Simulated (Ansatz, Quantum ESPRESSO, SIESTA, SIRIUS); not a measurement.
# CsCaF3: 5 runs at one level of theory

```xyz
5
Lattice="4.5205 0.0000 0.0000 0.0000 4.5205 0.0000 0.0000 0.0000 4.5205" Properties=species:S:1:pos:R:3 pbc="T T T"
Cs    0.0000    0.0000    0.0000
Ca    2.2603    2.2603    2.2603
F     2.2603    2.2603    0.0000
F     2.2603    0.0000    2.2603
F     0.0000    2.2603    2.2603
```

The cell comes from a database or a generator and needn't be the stable form of this composition.

Alike in all runs: task band structure; functional PBEsol; k mesh 6 × 6 × 6; occupations fermi-dirac, width 0.05 eV; no spin polarisation; no spin-orbit coupling. Pressure is positive in compression and, in plane waves, holds the error of the finite cutoff, which Ansatz's Pulay term estimates and takes out. Gaps are the smaller of the mesh's and the band path's.

```json
{"program and potentials": "Ansatz, Ansatz PAW", "plane-wave cutoff (eV)": "420", "notes": "potentials made for PBE, which Ansatz adapts in part; Pulay term of +0.41 GPa included", "band gap (eV)": "6.98", "pressure (GPa)": "-0.91"}
{"program and potentials": "SIRIUS, all-electron FP-LAPW, apw+lo standard", "plane-wave cutoff (eV)": "-", "notes": "-", "band gap (eV)": "6.98", "pressure (GPa)": "-"}
{"program and potentials": "SIESTA, files PseudoDojo sr-pbesol-0.4.1-standard, DZP (energy shift 0.003 Ry; two zetas on semicore shells; d shell added on Cs, Ca)", "plane-wave cutoff (eV)": "-", "notes": "atomic basis", "band gap (eV)": "6.91", "pressure (GPa)": "-1.25"}
{"program and potentials": "Quantum ESPRESSO, GBRV 1.5 PBEsol", "plane-wave cutoff (eV)": "612", "notes": "-", "band gap (eV)": "6.97", "pressure (GPa)": "-1.02"}
{"program and potentials": "Ansatz, all-electron LAPW, scalar-relativistic", "plane-wave cutoff (eV)": "-", "notes": "-", "band gap (eV)": "6.97", "pressure (GPa)": "-0.92"}
```

The band gap spans 6.91 (SIESTA, files PseudoDojo sr-pbesol-0.4.1-standard, DZP (energy shift 0.003 Ry; two zetas on semicore shells; d shell added on Cs, Ca)) to 6.98 eV (SIRIUS, all-electron FP-LAPW, apw+lo standard), with all-electron results at 6.97 to 6.98. The pressure spans -1.25 (SIESTA, files PseudoDojo sr-pbesol-0.4.1-standard, DZP (energy shift 0.003 Ry; two zetas on semicore shells; d shell added on Cs, Ca)) to -0.91 GPa (Ansatz, Ansatz PAW), with all-electron results at -0.92. Rows in atomic bases carry the error of their basis and grid, which can be large.

Differences between rows come from potentials, basis sets and numerical settings, since the functional is the same but for its coding. Runs on potential files found faulty are left out.
